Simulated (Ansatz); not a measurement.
**Property card for Ca**

Ca:
```yaml
crystal:
  lattice:
    - [3.35707, 0.00000, 0.00000]
    - [0.00000, 3.35707, 0.00000]
    - [0.00000, 0.00000, 3.35707]
  atoms:
    - { symbol: Ca, position: [0.00000, 0.00000, 0.00000] }
```

Space group Pm-3m (No. 221), simple cubic; conventional cell a = 3.3571 Å, b = 3.3571 Å, c = 3.3571 Å, α = 90.00°, β = 90.00°, γ = 90.00°.

Method: LDA (plane waves, PAW; program Ansatz). The cell and atoms are relaxed at this level. Other levels are named where they apply.

Cell and energy:

```
Quantity              Value
---------------  ----------
Volume per atom    37.83 Å³
Density          1.76 g/cm³
```

Electronic structure:

```
Item                                                                        Result
------------------------------------  --------------------------------------------
Electronic character                                             metallic (no gap)
Density of states at the Fermi level  0.83 states/eV per atom (mean over ±0.08 eV)
```

Mechanics:

```
Property                                                               Result
-------------------------------------  --------------------------------------
Elastic constants (relaxed ions, GPa)      C11 = 56.5, C12 = -8.9, C44 = -9.6
Mechanical stability                   unstable (C has a negative eigenvalue)
```

This is a known high-pressure phase of the composition, computed here at zero pressure and temperature. Symmetry was held in the LDA relaxation. As this level gives no gap, shear constants depend on the k-mesh and smearing (Fermi–Dirac, 0.1 eV here).

Potentials: the earlier of the program's two PAW sets. The files were generated under PBE; for other functionals the program regenerates the frozen cores, and for LDA and PBEsol the local potential too.
